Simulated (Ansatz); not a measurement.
Below is a relaxed structure of Si4P. The cell was found from a structure generator's guess, not taken from experiment.

These are results of DFT PBE, scalar-relativistic, plane waves, PAW in Ansatz, not measurements. Cutoff 420 eV, Γ-centred mesh, Gaussian smearing, no spin polarisation.

```
Si P
1.0
     5.35578   -1.69266    0.00000
     5.35578    1.69266    0.00000
    -1.01697    0.00000    4.37428
Si P
4 1
Direct
  0.40479 0.40479 0.61211
  0.79972 0.79972 0.19976
  0.20028 0.20028 0.80024
  0.59521 0.59521 0.38789
  0.00000 0.00000 0.00000
```

Formation energies are uncorrected and refer to the elements' standard structures at the same level. The references include black phosphorus.

Problem. Find its symmetry and describe it.

Solution. C2/m (No. 12). Conventional cell: a = 10.712 Å, b = 3.385 Å, c = 4.491 Å, β = 103.1°. Around Si on its first site lie 4 Si at 2.47–2.57 Å and 2 P at 2.48 Å; around Si on its second site lie 1 P at 2.51 Å and 5 Si at 2.52–2.57 Å; P is surrounded by 6 Si at 2.48–2.51 Å.

Problem. How far does it lie from the elements in energy?

Solution. +0.26 eV/atom. The separate elements lie lower, so it is unstable against them.

Problem. Is it a metal?

Solution. Yes, bands cross the Fermi level on the 12×10×8 mesh.

The last run used a 12×10×8 mesh (in the run's order of axes) for its 5-atom cell and Gaussian smearing of 0.10 eV. The end has P-1 (No. 2) at a tolerance of 0.01 Å; the cell shown is made exact in the group found at 0.05 Å. The cell is a metal run without spin; a magnetic state may lie lower. The reference form of P is held partly by dispersion forces, which this level lacks. Symmetry constrained the relaxation, so the result can be a saddle point.
